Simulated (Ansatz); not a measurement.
Start of a relaxation of AlB2As3:

Space group P6_3mc (No. 186). a = 3.636 Å, b = 3.636 Å, c = 17.929 Å, α = 90.00°, β = 90.00°, γ = 120.00°
```csv
atom,site,symmetry,x,y,z
Al,2b,3m.,0.3333,0.6667,0.0002
B,2b,3m.,0.3333,0.6667,0.3336
B,2b,3m.,0.3333,0.6667,0.6669
As,2b,3m.,0.3333,0.6667,0.1251
As,2b,3m.,0.3333,0.6667,0.4584
As,2b,3m.,0.3333,0.6667,0.7918
```

Computed with Ansatz, DFT PBE, scalar-relativistic, plane waves, PAW. Cutoff 420 eV, Gaussian smearing, Γ-centred meshes. Cell and atoms relax first on a coarse mesh and then on a converged one. In between, the cell is made exact in the group found at 0.06 Å. The steps can't lower the symmetry of their start. No spin polarisation.

A guess keeps its type if space group and coordination stay and the shape of the cell changes little (axis ratios within about 15 %, angles within 6°); the volume may change.

Question: Does it keep its structure type, or change into something else?

Answer: It keeps its type. The symmetry stays P6_3mc (No. 186). The volume per atom shrinks by 1.4 %, from 17.1 to 16.9 Å³. The shortest distance goes from 2.23 Å (Al–As and B–As) to 2.09 Å (B–As). The ratio c/a of the conventional cell changes by a factor of 1.03. Counting neighbours within 15 % of an atom's shortest distance, the start has Al 4, As 4, B 4 and the end Al 4, As 4, B 4.

Energies over the elements count from the elements' standard structures at the same level, with no fitted energy shifts.

Question: At what energy does it end?

Answer: +0.040 eV/atom. A positive value: parting into the elements would lower its energy.

The last run used a 12×12×2 mesh (in the run's order of axes) for its 12-atom cell and Gaussian smearing of 0.01 eV. The reference form of As is held partly by dispersion forces, which this level lacks. Symmetry constrained the relaxation, so the result can be a saddle point. Another cell of AlB2As3 relaxed alike, in I-4m2, lies 43 meV/atom lower, so this cell isn't the stable form at this level.
